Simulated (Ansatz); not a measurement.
MgO in space group P4_2/mnm (No. 136; Mg on 4g, O on 4f), the program Ansatz at the PBE level (PAW). The conduction-band minimum lies at Γ, with 1 equivalent valley. Second derivatives d²E/dk² of the lowest band at one valley (eV·Å²), along Cartesian directions:

```tsv
direction	d²E/dk²
[100]	21.88
[010]	21.88
[001]	20.85
[110]	21.88
[101]	21.37
[011]	21.37
```

Find the principal effective masses, the density-of-states mass and the conductivity mass.

Off-diagonal terms follow from H_xy = H[110] − (H_xx + H_yy)/2, and m*/mₑ = 7.620 eV·Å² over each eigenvalue: 0.35, 0.35, 0.37. One valley's DOS mass (m₁m₂m₃)^(1/3) = 0.35, conductivity mass 3/(Σ 1/mᵢ) = 0.35 mₑ.

What effective density of states Nc follows at 300 K for parabolic valleys?

Nc = 2.509e19 × 1 × (0.35)^(3/2) ≈ 5.2e18 cm⁻³.

The start of the workflow was typed in or built on a structure type; neither database checked (COD, Materials Project) lists it. It is not the phase usual at ambient conditions (space group No. 225). Symmetry was held in the PBE relaxation; its stability against distortions is not shown here.

Potentials: the earlier of the program's two PAW sets.

Edges and masses are those of Kohn–Sham bands, whose gap is no quasiparticle gap.
